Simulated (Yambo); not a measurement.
Yambo run on RbCdF3 (cubic perovskite, space group Pm-3m, No. 221). The wavefunctions come from this Quantum ESPRESSO step (LDA, PseudoDojo standard norm-conserving files, scalar-relativistic):

```
&CONTROL
  calculation = 'nscf'
  pseudo_dir = './pseudo'
  outdir = './out'
/
&SYSTEM
  ibrav = 0
  nat = 5
  ntyp = 3
  ecutwfc = 102.0
  ecutrho = 408.0
  occupations = 'fixed'
  force_symmorphic = .true.
  nbnd = 135
/
&ELECTRONS
  conv_thr = 5e-09
  diago_full_acc = .true.
  diago_thr_init = 1e-08
/
ATOMIC_SPECIES
F 18.9984 F.upf
Rb 85.4678 Rb.upf
Cd 112.4140 Cd.upf
CELL_PARAMETERS angstrom
  4.424980000000   0.000000000000   0.000000000000
  0.000000000000   4.424980000000   0.000000000000
  0.000000000000   0.000000000000   4.424980000000
ATOMIC_POSITIONS crystal
F   0.000000000000   0.500000000000   0.500000000000
F   0.500000000000   0.000000000000   0.500000000000
F   0.500000000000   0.500000000000   0.000000000000
Rb   0.000000000000   0.000000000000   0.000000000000
Cd   0.500000000000   0.500000000000   0.500000000000
K_POINTS automatic
4 4 4 0 0 0
```

Yambo input:

```
rim_cut
gw0
dyson
el_el_corr
HF_and_locXC
ppa
em1d
RandQpts= 1000000
RandGvec= 1 Ry
EXXRLvcs= 102 Ry
VXCRLvcs= 408 Ry
Chimod= "HARTREE"
% BndsRnXp
 5 | 132 |
%
NGsBlkXp= 7 Ry
% LongDrXp
 1.0 | 1.0 | 1.0 |
%
PPAPntXp= 27.2114 eV
% GbndRnge
 1 | 132 |
%
GTermKind= "BG"
DysSolver= "n"
ExtendOut
% QPkrange
 1 | 1 | 25 | 26 |
 10 | 10 | 25 | 26 |
%
```

k points by index: 1 = Γ, 10 = R.

The o-*.qp file then holds:

```
#    K-point    Band    Eo [eV]    E [eV]    E-Eo [eV]    Vxc [eV]    Vnlxc [eV]    Sc|Eo [eV]    Sc|E [eV]    dSc/dw|Eo [eV]    Re(Z)    Im(Z)
#
    1    25    -1.540509    -3.550930    -2.010421    -21.80699    -29.59348    5.249642    5.776062    -7.124494    0.792503    -0.001504
    1    26    2.919262    4.508052    1.588790    -12.44918    -7.384299    -3.246712    -3.476092    -3.928448    0.873844    -0.721848E-3
    10    25    0.000000    -1.853490    -1.853490    -25.49949    -32.34748    4.578404    4.994501    -6.108402    0.816672    -0.001048
    10    26    7.413908    9.080152    1.666244    -10.26146    -5.008159    -3.338236    -3.587057    -4.063665    0.870054    0.003366
```
(The two width columns are left out.) Convergence of these settings isn't established.

Spin-orbit coupling is not included.

Geometry of the Materials Project entry, not relaxed at this level.

The structure is a Materials Project entry; no match was found in the copy of COD used, and its stability was not checked.
